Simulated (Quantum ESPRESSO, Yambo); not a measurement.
At a photon energy of 8.25 eV, RPA with local fields on LDA bands shifted by a G0W0 scissor of 3.14 eV (Quantum ESPRESSO and Yambo; 3×3×4 mesh, 123 bands, 3 Ry local-field block, 0.2 eV broadening) gives ε = 2.95 + 0.53i for Na2CO3 (space group P6_3/mmc, No. 194), field along x. Axes are Cartesian, with cell vectors (Å) (5.21, 0.00, 0.00), (-2.61, 4.51, 0.00), (0.00, 0.00, 6.07).

**Question.** Work out n, κ, the normal-incidence reflectivity, the absorption coefficient and the penetration depth.

**Answer.** 
|ε| = 3.00; n = √((|ε| + ε1)/2) = 1.72, κ = √((|ε| − ε1)/2) = 0.15. R = ((n − 1)² + κ²)/((n + 1)² + κ²) = 0.07. α = 2Eκ/(ħc) with ħc = 197.327 eV nm: 0.0128 per nm = 1.3 × 10⁵ per cm, a 1/e depth of 78 nm. The computed direct gap is 6.28 eV, and the energy scale of the real crystal may differ from it. Excitonic effects are left out, and values at one energy depend on mesh and broadening. The scissor comes from a G0W0 run whose convergence isn't established. Convergence of the RPA response with its 3×3×4 mesh was not tested.

Geometry of the Materials Project entry, not relaxed at this level; primitive cell a = b = 5.2106 Å, c = 6.0727 Å, α = β = 90.00°, γ = 120.00°.

The structure is a Materials Project entry; no match was found in the copy of COD used, and its stability was not checked.
